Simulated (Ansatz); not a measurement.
LuB$_{2}$Ru$_{3}$:
```yaml
crystal:
  lattice:
    - [5.44423, 0.00000, 0.00000]
    - [-2.72211, 4.71484, 0.00000]
    - [0.00000, 0.00000, 3.00264]
  atoms:
    - { symbol: Ru, position: [0.50000, 0.00000, 0.50000] }
    - { symbol: Ru, position: [0.50000, 0.50000, 0.50000] }
    - { symbol: Ru, position: [0.00000, 0.50000, 0.50000] }
    - { symbol: Lu, position: [0.00000, 0.00000, 0.00000] }
    - { symbol: B, position: [0.33333, 0.66667, 0.00000] }
    - { symbol: B, position: [0.66667, 0.33333, 0.00000] }
```

Relaxed with r²SCAN.

Q: Give the Bader charges and basin volumes of the independent atoms, r²SCAN (plane waves, PAW; program Ansatz).

A: 

```csv
atom,Bader charge (e),Bader volume (Å³)
Ru1,-0.36,15.9
Lu4,+1.65,13.7
B5,-0.28,7.8
```

Space group P6/mmm. The workflow started from an entry of the Crystallography Open Database (COD). Whether it is the stable phase at ambient conditions was not checked. The r²SCAN relaxation kept the symmetry of its start; whether a distortion lowers the energy is not shown. No spin polarisation was allowed. Scalar-relativistic: spin–orbit coupling is off unless named, which matters more the heavier the elements.

Potentials: the later of the program's two PAW sets.
